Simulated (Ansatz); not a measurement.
**Mo (bcc, W type): map of one atom of the cell**

Mo (bcc, W type)

```
Mo
1.0
   -3.16077     3.16077     3.16077
    1.58038    -1.58038     1.58038
    1.58038     1.58038    -1.58038
Mo
2
Cartesian
  0.00000   0.00000   0.00000
 -1.58038   1.58038   1.58038
```

In this cell atom 1 (Mo, nearest neighbour Mo at 2.737 Å; its periodic images, 2.7 Å or more away, move with it) is moved by u·(0.707, 0.707, 0.000) + v·(0.000, 0.000, 1.000); the rest is frozen.

The numbers are results of PBE (plane waves to 420 eV, PAW, scalar-relativistic; Ansatz, an electronic-structure program), not measurements. k mesh 17×17×17 (Γ-centred), Fermi-Dirac smearing 0.05 eV. The energy includes the smearing's −TS. Points where atoms come too close for the PAW data are left out (x in tables, blank in figures). With partly filled bands, energies and forces of such displacements shift with the k mesh and the smearing. Fu and Fv are the components of the force on the atom. Mo is run without spin polarisation. Mo was relaxed with its symmetry unable to fall. The PAW data are Ansatz's earlier set. The zero of ΔE is the undisplaced structure. Axes are in Å.

ΔE (meV/cell), with u across and v down:

```csv
v \ u,-0.680,-0.340,0.000,0.340,0.680
-0.680,x,x,1899,1456,1184
-0.340,x,x,536,586,1081
0.000,x,383,0,383,x
0.340,1081,586,536,x,x
0.680,1184,1456,1899,x,x
```

Fu (eV/Å), with u across and v down:

| v \ u | -0.680 | -0.340 | 0.000 | 0.340 | 0.680 |
|---|---|---|---|---|---|
| -0.680 | x | x | 1.83 | 0.96 | 0.59 |
| -0.340 | x | x | 0.68 | -0.94 | -1.79 |
| 0.000 | x | 2.31 | 0.00 | -2.31 | x |
| 0.340 | 1.79 | 0.94 | -0.68 | x | x |
| 0.680 | -0.59 | -0.96 | -1.83 | x | x |

Derived quantities:

| Item | Value |
|---|---|
| Lowest place on the grid | u = 0.000 Å, v = 0.000 Å (0 meV/cell) |

(A displaced cell: forces are minus the slopes of the energy, force constants its curvatures, and phonons follow from these.)
